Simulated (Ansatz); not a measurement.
Data:

Starting cell, TiTe₂ (CdI2 type):

```xyz
3
Lattice="3.7840 0.0000 0.0000 -1.8920 3.2770 0.0000 0.0000 0.0000 6.6016" Properties=species:S:1:pos:R:3 pbc="T T T"
Ti     0.0000     0.0000     0.0000
Te     0.0000     2.1847     1.6956
Te     1.8920     1.0923     4.9060
```

Scan: atom 1 (Ti, nearest neighbour Te at 2.765 Å; its periodic images, 3.8 Å or more away, move with it) is displaced towards the nearest neighbour, direction (-0.684, 0.395, -0.613) in Cartesian axes, by s. The other atoms stay.

Method: r2SCAN+rVV10 (plane waves to 500 eV, PAW, scalar-relativistic; Ansatz, a first-principles code). k mesh 11×11×6 (Γ-centred), Fermi-Dirac smearing 0.05 eV. E stands for the smeared free energy. Left out: 2 of 11 points, with atoms too close for the PAW data. With partly filled bands, energies and forces of such displacements shift with the k mesh and the smearing. Spin-orbit coupling is left out, though Te is heavy. TiTe2 is run without spin polarisation. TiTe2 was relaxed with its symmetry unable to fall. The zero of ΔE is the undisplaced structure.

The scan covers s from -0.440 to 0.440 Å in 9 points.

Question: Is the energy the same for equal positive and negative displacements?

Answer: Even: the same for both signs. With its periodic images moving along, the atom's site symmetry in this cell is -3m..

Question: What force acts on the atom along the line at s = -0.440 Å?

Answer: 5.49 eV/Å.

Question: What is the energy change at s = 0.440 Å?

Answer: 920 meV/cell.

Question: What is the force constant k = d²E/ds² of this move at s = 0?

Answer: 6.80 eV/Å².

(A displaced cell: forces are minus the slopes of the energy, force constants its curvatures, and phonons follow from these.)
